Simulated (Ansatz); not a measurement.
## Ti₂Cd: do energies and stresses tell the same story?

These are results of DFT PBEsol, scalar-relativistic, plane waves, PAW (Ansatz), not measurements.

Plane waves to 420 eV, a k mesh through Γ of 20×20×20 on the computed 3-atom cell and Gaussian smearing (0.10 eV); no spin polarisation.

Relaxed cell: I4/mmm, a = 2.820 Å, b = 2.820 Å, c = 13.287 Å, α = 90.00°, β = 90.00°, γ = 90.00°, 3 atoms in the primitive cell. Whether it is the stable form of this composition wasn't checked.

Energies at zero smearing and pressures from the stress tensor, at volumes with shape and atoms relaxed:
```json
{"V (Å³/atom)": "16.551", "E − E(first) (meV/atom)": "0.00", "P (GPa)": "7.32"}
{"V (Å³/atom)": "17.079", "E − E(first) (meV/atom)": "-17.43", "P (GPa)": "3.36"}
{"V (Å³/atom)": "17.607", "E − E(first) (meV/atom)": "-22.87", "P (GPa)": "0.01"}
{"V (Å³/atom)": "18.136", "E − E(first) (meV/atom)": "-18.19", "P (GPa)": "-2.81"}
{"V (Å³/atom)": "18.664", "E − E(first) (meV/atom)": "-4.98", "P (GPa)": "-5.19"}
```

Q: Check P = −dE/dV between neighbouring volumes, and get the bulk modulus from the pressures alone.

A: With 1 eV/Å³ = 160.2 GPa:
```tsv
middle V (Å³/atom)	−ΔE/ΔV (GPa)	mean P (GPa)
16.815	5.288	5.337
17.343	1.648	1.685
17.871	-1.420	-1.400
18.400	-4.005	-4.000
```

The two differ by 0.05 GPa at most. The mean of two end pressures misses the average over a step by about ΔV² P″/12, up to 0.06 GPa here; with that taken off 0.03 GPa remains. The stress is the derivative of the free energy, not of the energy at zero smearing, and with free energies 0.01 GPa remains. Around V = 17.607 Å³/atom, the two neighbours give B = −V ΔP/ΔV = 17.607 × 6.17 / 1.056 = 102.8 GPa, against B0 = 101.9 GPa from the Birch–Murnaghan fit of the energies.